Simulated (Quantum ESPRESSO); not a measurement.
## One change at a time to Al2MoTa2V2W

All numbers below are calculated, not measured. They come from Quantum ESPRESSO 7.5, a public plane-wave density functional program. Each row is one single-point run on a made-up periodic cell of eight metal atoms, with elements, volume, strain and displacements drawn at random and not relaxed, so a cell may be unstable or far from any real phase. There is no spin polarisation or spin-orbit coupling.

Settings: PBE unless stated; PseudoDojo standard norm-conserving files; Fermi-Dirac width 0.25 eV, which means electrons at about 2900 K; cutoff 1143 eV; 5 x 5 x 5 k mesh shifted half a step off Gamma. E is the free energy of the whole cell (internal energy minus TS), so a -TS column is already part of it. Stress is positive in tension, and the pressure P is minus a third of its trace.

Checks: one run of this series was repeated at a higher cutoff and on a denser mesh, which moved values by no more than 0.008 eV, 0.05 GPa and 0.005 eV/Å, and a second program with other atomic files agreed on it to 2 % rms in force and 0.5 GPa in pressure. Known limits: heavy elements are run without spin-orbit coupling, which real alloys of them have; a spin test at this wide smearing found no moment, but such smearing suppresses magnetism that the real alloy may have.

The lattice is face-centred cubic, and the cell vectors in Å are (-0.046, 3.804, 3.813); (3.891, -0.087, 3.854); (3.864, 3.817, -0.059), a volume of 116.12 Å³ in run 1. The elements on sites 1 to 8 are V Al V Mo Ta Al Ta W. Each later run makes one change to run 1 and keeps the rest. E is counted from run 1, and is n/a where other atomic files have another zero of energy.

```
run,change,V (Å³),P (GPa),-TS (eV),rms force (eV/Å),largest change of a force component (eV/Å),E (eV)
1,none,116.12,26.05,-1.505,1.422,0.000,0.000
2,sites 1 and 5 exchanged,116.12,25.41,-1.484,1.305,1.122,-0.089
3,all lengths scaled by +1.99 %,123.19,11.66,-1.600,1.160,0.526,-0.819
4,PBEsol in place of PBE,116.12,19.34,-1.511,1.349,0.163,n/a
5,Ga on site 7,116.12,15.35,-1.349,1.173,0.716,n/a
6,site 6 moved by +0.10 Å along z,116.12,26.22,-1.501,1.442,1.084,?
```

## Worked estimate

Along the move dE = -F dx. The force on site 6 along z is -0.092 eV/Å in run 1 and -1.176 eV/Å in run 6, and the move is +0.10 Å, so the mean force times the move gives an estimate.

## Withheld value

Question: what E should run 6 give?

The estimate is 0.063 eV. The calculation gave 0.063 eV.
